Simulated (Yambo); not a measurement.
CsH (rock salt, space group Fm-3m, No. 225), G0W0@LDA in Yambo with this input:

```
rim_cut
gw0
dyson
el_el_corr
HF_and_locXC
ppa
em1d
RandQpts= 1000000
RandGvec= 1 Ry
EXXRLvcs= 74 Ry
VXCRLvcs= 296 Ry
Chimod= "HARTREE"
% BndsRnXp
 1 | 141 |
%
NGsBlkXp= 10 Ry
% LongDrXp
 1.0 | 1.0 | 1.0 |
%
PPAPntXp= 27.2114 eV
% GbndRnge
 1 | 141 |
%
GTermKind= "BG"
DysSolver= "n"
ExtendOut
```

On a 4×4×4 mesh, with wavefunctions cut at 74 Ry, the gap (L → L) is 4.231 eV and the valence edge shifts by -1.576 eV.

Question: What happens with this change: pole fitted at 10 eV?

Answer: The gap falls by 0.091 eV, to 4.140 eV; the shift of the valence edge becomes -1.405 eV. Neither run is shown to be the converged limit.

Geometry of the Materials Project entry, not relaxed at this level; primitive cell a = 4.513 Å, b = 4.513 Å, c = 4.513 Å, α = 60.00°, β = 60.00°, γ = 60.00°.

A shift is the quasiparticle energy of the state minus its LDA energy.
